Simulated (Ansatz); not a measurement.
## Vibrational response of AlGa3P4

These are results of Ansatz 0.2.0, DFT PBE, scalar-relativistic, plane waves, PAW, not measurements. Plane waves to 420 eV; Γ-centred k mesh 6×6×6; fixed occupations. No spin polarisation. Phonons by linear response, acoustic sum rule imposed.

Relaxed structure:
```
CELL_PARAMETERS angstrom
5.50717 0.00000 0.00000
0.00000 5.50717 0.00000
0.00000 0.00000 5.50717
ATOMIC_POSITIONS crystal
Al 0.00000 0.00000 0.00000
Ga 0.50000 0.00000 0.50000
Ga 0.50000 0.50000 0.00000
Ga 0.00000 0.50000 0.50000
P 0.75050 0.24949 0.24949
P 0.75050 0.75050 0.75050
P 0.24949 0.24949 0.75050
P 0.24949 0.75050 0.24949
```

It was reached by relaxing an invented guess, and it needn't be the stable form of this composition.

Task: Is this structure stable against zone-centre distortions?

Result: Yes, at Γ: no optical mode is imaginary. Strains and other wave vectors aren't tested by this run.

Task: List the optical modes at Γ without the LO field (i marks imaginary ones).

Result:
| frequency (cm⁻¹) | degeneracy | IR intensity of the level ((D/Å)²/amu) |
| --- | --- | --- |
| 100 | 3 | 0.00 |
| 121 | 3 | 0.10 |
| 269 | 3 | 2.18 |
| 337 | 3 | 0.00 |
| 339 | 3 | 34.90 |
| 344 | 2 | 0.00 |
| 355 | 1 | 0.00 |
| 417 | 3 | 33.27 |
